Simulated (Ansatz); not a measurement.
## Quadrupolar parameters in TiTl2I6O18

The cell is a measured structure from the Crystallography Open Database (COD), ions relaxed with PBE at fixed cell.

```cif
data_TiTl2I6O18
_symmetry_space_group_name_H-M 'R-3:H'
_symmetry_Int_Tables_number 148
_cell_length_a 11.4167
_cell_length_b 11.4167
_cell_length_c 11.3953
_cell_angle_alpha 90.000
_cell_angle_beta 90.000
_cell_angle_gamma 120.000
loop_
_atom_site_label
_atom_site_type_symbol
_atom_site_symmetry_multiplicity
_atom_site_Wyckoff_symbol
_atom_site_fract_x
_atom_site_fract_y
_atom_site_fract_z
Ti Ti 3 b 0.0000 0.0000 0.5000
Tl Tl 6 c 0.0000 0.0000 0.8310
I I 18 f 0.3153 0.0498 0.3896
O10 O 18 f 0.1542 0.0583 0.3941
O16 O 18 f 0.3770 0.1379 0.5307
O22 O 18 f 0.3986 0.1911 0.2873
```

One atom of each set is listed; the run and its k-mesh use a cell of 27 atoms with edges of 7.61, 7.61, 7.61 Å.

The numbers come from a DFT calculation in Ansatz (PBE, plane waves and PAW, scalar-relativistic, 420 eV cutoff, Γ-centred 3×3×3 k-points, Fermi–Dirac smearing 0.02 eV).

Conventions: |V_zz| ≥ |V_yy| ≥ |V_xx|, η = (V_xx − V_yy)/V_zz, C_Q = eQV_zz/h.

49Ti: I = 7/2, Q = 247.0 mb; I-127: I = 5/2, Q = -688.2 mb; 17O: I = 5/2, Q = -25.58 mb. Q values from Pyykkö, Mol. Phys. 116, 1328 (2018).

(1) Which values are expected at the nuclei?

Results:

(1) 

```tsv
site	atoms	first shell	V_xx, V_yy, V_zz (10²¹ V/m²)	η	C_Q (MHz)
Ti	1	6 O at 1.96 Å	0.40, 0.40, -0.81	0.00	-4.82
Tl	2	9 O at 2.94–3.00 Å	-1.57, -1.57, 3.14	0.00	–
I	6	3 O at 1.83–1.89 Å	17.27, 33.8, -51.1	0.32	850
O10	6	1 I at 1.89 Å, 1 Ti at 1.96 Å, angle 137°; also 1 Tl at 2.99 Å	-5.57, -6.84, 12.41	0.10	-7.68
O16	6	1 I at 1.84 Å; also 1 I at 2.67 Å, 1 Tl at 2.94 Å	-5.89, -7.69, 13.58	0.13	-8.40
O22	6	1 I at 1.83 Å; also 1 I at 2.49 Å, 1 Tl at 3.00 Å	-6.21, -9.17, 15.38	0.19	-9.51
```

An axis of threefold or higher order runs through Ti and Tl, so V_zz lies along it and η is zero. At O16 and O22 V_zz points along its bond to I (within 6°) in each case. At I V_zz stands upright on the plane through its three neighbours (within 10°).

Tl has no stable isotope with a ground-state quadrupole moment in the table, so no C_Q is given.

Spin–orbit coupling is left out, which shifts gradients on Tl by a few per cent, and by more where contributions nearly cancel.

The relaxation (5 steps) took 2.5 min of wall time (4.9 min of CPU time) and 1.2 GiB at its peak, on 2 threads of Arm Neoverse N1 (aarch64; 36 cores open to the job, memory cap 5.0 GiB, no GPU), a shared host with a load of 1.0 a core.
